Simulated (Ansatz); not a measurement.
IrO₂ (rutile)

```
CELL_PARAMETERS angstrom
      4.52929     0.00000     0.00000
      0.00000     4.52929     0.00000
      0.00000     0.00000     3.17979
ATOMIC_POSITIONS crystal
  Ir 0.00000 0.00000 0.00000
  Ir 0.50000 0.50000 0.50000
  O  0.30843 0.30843 0.00000
  O  0.80843 0.19157 0.50000
  O  0.19157 0.80843 0.50000
  O  0.69157 0.69157 0.00000
```

Grid over V/V₀ and (c/a)/(c/a)₀, subscript 0 meaning the relaxed cell; the conventional c axis lies along z; no internal relaxation.

These are PBE (plane waves to 420 eV, PAW, scalar-relativistic; Ansatz, a program for electronic structure) values and carry that method's errors. k mesh 10×10×15 (Γ-centred), Fermi-Dirac smearing 0.05 eV. Stress and pressure are positive under compression. As the atoms are clamped, bonds stretch with the cell, which overstates energies and stresses. With partly filled bands, the response to shear is sensitive to the k mesh, so small differences along c/a are uncertain. IrO2 is run without spin polarisation and with no Hubbard U. IrO2 was relaxed with its symmetry unable to fall. Spin-orbit coupling is left out, though Ir is heavy.

At one point of the scan the stress tensor (GPa) is:

```
    3.8      0.0      0.0
    0.0      3.8      0.0
    0.0      0.0    -13.3
```

Problem. Which point is it?
(A) V/V₀ = 1.000, (c/a)/(c/a)₀ = 1.040
(B) V/V₀ = 1.040, (c/a)/(c/a)₀ = 1.000
(C) V/V₀ = 0.960, (c/a)/(c/a)₀ = 1.040
(D) V/V₀ = 1.040, (c/a)/(c/a)₀ = 1.020

Solution. A, V/V₀ = 1.000, (c/a)/(c/a)₀ = 1.040

(Under strain, the slope of the energy per volume gives the stress and its curvature an elastic modulus.)
